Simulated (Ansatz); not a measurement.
Cell and atoms are relaxed with the symmetry kept. Start:

```
Zn Cu
1.0
     2.58383    0.00000    0.00000
    -1.29191    2.23766    0.00000
     0.00000    0.00000    6.29337
Zn Cu
1 2
Direct
  0.00000 0.00000 0.00000
  0.33333 0.66667 0.66214
  0.66667 0.33333 0.33786
```

Theory: Ansatz 0.2.0, DFT r2SCAN, scalar-relativistic, plane waves, PAW.

Settings: cutoff 500 eV, Γ-centred mesh 18×18×8 on the computed 3-atom cell, Gaussian smearing of 0.10 eV; no spin polarisation.

What does it relax to?

The volume goes up by 0.01 Å³/atom to 12.14 Å³/atom, and the energy falls by 0.3 meV/atom. Final structure:
```yaml
crystal:
  lattice:
    - [2.59233, 0.00000, 0.00000]
    - [-1.29616, 2.24502, 0.00000]
    - [0.00000, 0.00000, 6.25956]
  atoms:
    - { symbol: Zn, position: [0.00000, 0.00000, 0.00000] }
    - { symbol: Cu, position: [0.33333, 0.66667, 0.66233] }
    - { symbol: Cu, position: [0.66667, 0.33333, 0.33767] }
```